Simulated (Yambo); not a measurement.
# Convergence of the G0W0 gap of Ba$_{2}$RuH$_{6}$

G0W0@LDA for Ba2RuH6 (space group Fm-3m, No. 225) in Yambo. Reference settings: 2×2×2 Γ-centred k mesh, bands 5 to 186 and a 7 Ry block in the screening, 186 bands in G with the Bruneval-Gonze terminator, plasmon pole fitted at 27.2 eV. The LDA gap Γ → X on this mesh is 1.68 eV; G0W0 gaps are taken between the same points.

```
change from the reference                                G0W0 gap Γ → X (eV)  shift of the valence edge (eV)        rough Yambo cost
-------------------------------------------------------  -------------------  ------------------------------  ----------------------
reference settings                                                      2.69                           -0.22                       1
101 bands in W, 101 bands in G                                          2.66                           -0.04               about 1/2
wavefunctions cut at 20 Ry                                              2.65                           -0.11               about 1/2
exchange cut at 20 Ry                                                   2.52                            0.15                       –
exchange cut at 40 Ry                                                   2.68                           -0.19                       –
69 bands in W, 69 bands in G, 4 Ry block                                2.64                            0.13               about 1/7
101 bands in W, 101 bands in G, 3 Ry block                              2.62                            0.02               about 1/6
69 bands in W, 69 bands in G, 6 Ry block                                2.66                            0.11               about 1/5
101 bands in W, 101 bands in G, 2 Ry block                              2.64                            0.02               about 1/4
69 bands in W, 69 bands in G, 2 Ry block                                2.67                            0.13               about 1/4
142 bands in W, 142 bands in G, 3 Ry block                              2.63                           -0.07               about 1/4
4×4×4 mesh                                                              2.74                           -0.30               about 10×
43 bands in W, 43 bands in G, 3 Ry block, no terminator                 2.91                            0.56               about 1/9
43 bands in W, 43 bands in G, no terminator                             2.89                            0.60               about 1/6
142 bands in W, 142 bands in G, no terminator                           2.63                            0.07  within a factor of two
```

The reference isn't shown to be the converged limit. Costs are rough (shared machines), scaled to the same edge states, and given only for runs that recompute the screening.

Spin-orbit splittings are left out.

Geometry of the Materials Project entry, not relaxed at this level; primitive cell a = b = c = 5.7044 Å, α = β = γ = 60.00°.

The structure is a Materials Project entry; no match was found in the copy of COD used, and its stability was not checked.

A shift is the quasiparticle energy of the state minus its LDA energy.
